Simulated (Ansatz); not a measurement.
Relaxed-ion elastic tensor of BIr in space group P-6m2 (No. 187; B on 1b, Ir on 1e) in GPa (Voigt order), DFT-r²SCAN in the program Ansatz with PAW potentials; density 15.67 g/cm³, 10.75 Å³ per atom.

```csv
,1,2,3,4,5,6
1,330,361,196,0.0,0.0,0.0
2,361,330,196,0.0,0.0,0.0
3,196,196,809,0.0,0.0,0.0
4,0.0,0.0,0.0,126,0.0,0.0
5,0.0,0.0,0.0,0.0,126,0.0
6,0.0,0.0,0.0,0.0,0.0,-15.2
```

Is the crystal mechanically stable?

No: the smallest eigenvalue of C is -30.4 GPa.

The workflow started from a Materials Project entry (that database holds measured and hypothetical structures alike); the Crystallography Open Database copy checked does not list it. Its standing as an ambient phase is unchecked. Symmetry was held in the r²SCAN relaxation. At this level the phase is mechanically unstable. The run is not spin-polarised. As this level gives no gap, shear constants depend on the k-mesh and smearing (Fermi–Dirac, 0.1 eV here). On the denser mesh and wider smearing of the elastic run this cell carries a stress of 0.6 GPa. Spin–orbit coupling is left out wherever it is not named.

Potentials: the later of the program's two PAW sets.
